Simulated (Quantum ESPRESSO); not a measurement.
Kohn-Sham bands of CaHClO (P6₃mc)

```
CaHClO
1.0
    3.86984     0.00000     0.00000
   -1.93492     3.35138     0.00000
    0.00000     0.00000     9.80983
Ca H Cl O
2 2 2 2
Direct
  0.33333   0.66667   0.00007
  0.66667   0.33333   0.50007
  0.00000   0.00000   0.16694
  0.00000   0.00000   0.66694
  0.33333   0.66667   0.31667
  0.66667   0.33333   0.81667
  0.00000   0.00000   0.06812
  0.00000   0.00000   0.56812
```

Cell from Materials Project (mp-642725), symmetrised, no further relaxation. Not found in the COD (Crystallography Open Database) copy used; not checked further. Computed values, not measurements, from PBEsol: Quantum ESPRESSO (norm-conserving PseudoDojo potentials, cutoff 68 Ry, no spin polarisation, no spin-orbit coupling) on a Γ-centred 4×4×4 mesh, then Wannier90. Density: 12×12×4 mesh, cold smearing 0.01 Ry.

Energies are relative to the valence-band maximum; weights are on the orthonormalised atomic waves of the pseudopotential files, averaged over the group. 48 electrons a cell are treated as valence.

```json
[
 {"bands": "1–2", "from (eV)": "-37.32", "to (eV)": "-37.30", "filling": "filled", "weight on atomic waves": "(withheld)"},
 {"bands": "3–8", "from (eV)": "-18.90", "to (eV)": "-18.34", "filling": "filled", "weight on atomic waves": "(withheld)"},
 {"bands": "9–10", "from (eV)": "-16.59", "to (eV)": "-16.14", "filling": "filled", "weight on atomic waves": "(withheld)"},
 {"bands": "11–12", "from (eV)": "-12.78", "to (eV)": "-12.55", "filling": "filled", "weight on atomic waves": "(withheld)"},
 {"bands": "13–14", "from (eV)": "-4.49", "to (eV)": "-3.98", "filling": "filled", "weight on atomic waves": "(withheld)"},
 {"bands": "15–24", "from (eV)": "-2.08", "to (eV)": "0.00", "filling": "filled", "weight on atomic waves": "(withheld)"}
]
```

Task: Which atomic shells make up each group?

Result: 
- 1–2, weight on atomic waves: Ca 3s 99 %
- 3–8, weight on atomic waves: Ca 3p 93 %, O 2s 4 %
- 9–10, weight on atomic waves: O 2s 64 %, Ca 3p 16 %, H 1s 14 %
- 11–12, weight on atomic waves: Cl 3s 94 %, Ca 4s 4 %
- 13–14, weight on atomic waves: O 2p 68 %, H 1s 13 %, O 2s 9 %
- 15–24, weight on atomic waves: Cl 3p 56 %, O 2p 39 %

The Kohn-Sham gap over both meshes and the path is 5.24 eV.
